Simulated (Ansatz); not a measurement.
BaBrCl:
```yaml
crystal:
  lattice:
    - [8.21095, 0.00000, 0.00000]
    - [0.00000, 4.83873, 0.00000]
    - [0.00000, 0.00000, 9.54311]
  atoms:
    - { symbol: Ba, position: [0.26448, 0.25000, 0.12152] }
    - { symbol: Ba, position: [0.73552, 0.75000, 0.87848] }
    - { symbol: Ba, position: [0.23552, 0.75000, 0.62152] }
    - { symbol: Ba, position: [0.76448, 0.25000, 0.37848] }
    - { symbol: Br, position: [0.02909, 0.25000, 0.82854] }
    - { symbol: Br, position: [0.97091, 0.75000, 0.17146] }
    - { symbol: Br, position: [0.47091, 0.75000, 0.32854] }
    - { symbol: Br, position: [0.52909, 0.25000, 0.67146] }
    - { symbol: Cl, position: [0.14325, 0.25000, 0.43250] }
    - { symbol: Cl, position: [0.85675, 0.75000, 0.56750] }
    - { symbol: Cl, position: [0.35675, 0.75000, 0.93250] }
    - { symbol: Cl, position: [0.64325, 0.25000, 0.06750] }
```

DFT-r²SCAN in the program Ansatz with PAW potentials gives a gap of 4.97 eV without spin–orbit coupling, maximum at Γ, minimum at Γ.

### Question
What happens when spin–orbit coupling is switched on?

### Answer
The gap decreases by 0.11 eV, to 4.86 eV; maximum at Γ, minimum at Γ.

### Question
Give the electron effective mass with spin–orbit coupling.

### Answer
0.63 mₑ (isotropic).

### Question
Give the hole effective mass with spin–orbit coupling.

### Answer
0.63, 1.5, 1.6 mₑ (principal values).

Space group Pnma. The first step of the workflow began from a Materials Project structure, measured or hypothetical; the Crystallography Open Database copy checked does not list it. Its standing as an ambient phase is unchecked. The cell was relaxed with r²SCAN under the symmetry of its start; its stability against distortions is not shown here.

Potentials: the later of the program's two PAW sets.
